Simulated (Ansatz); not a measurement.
Relaxed CsPbCl3 (cubic perovskite):

```
CELL_PARAMETERS angstrom
      5.73565     0.00000     0.00000
      0.00000     5.73565     0.00000
      0.00000     0.00000     5.73565
ATOMIC_POSITIONS crystal
  Cs 0.00000 0.00000 0.00000
  Pb 0.50000 0.50000 0.50000
  Cl 0.00000 0.50000 0.50000
  Cl 0.50000 0.50000 0.00000
  Cl 0.50000 0.00000 0.50000
```

Calculation: PBE (plane waves to 420 eV, PAW, scalar-relativistic; Ansatz, an electronic-structure program). k mesh 5×5×5 (Γ-centred), Fermi-Dirac smearing 0.05 eV. CsPbCl3 was relaxed with its symmetry unable to fall. Spin-orbit coupling is left out, though Pb is heavy. The PAW data are Ansatz's earlier set. This is a high-temperature form of CsPbCl3.

One atom of the cell was then moved (with its periodic images), all else fixed, and the forces (eV/Å) came out as:

```csv
atom,Fx,Fy,Fz
Cs1,0.616,0.000,-0.616
Pb2,-0.196,0.000,0.196
Cl3,-0.055,0.000,-0.037
Cl4,0.037,0.000,0.055
Cl5,-0.402,0.000,0.402
```

Which atom was moved, and by which vector (Å)?

Cs1, by (-0.69, 0.00, 0.69), 0.98 Å in all.

(A displaced cell: forces are minus the slopes of the energy, force constants its curvatures, and phonons follow from these.)
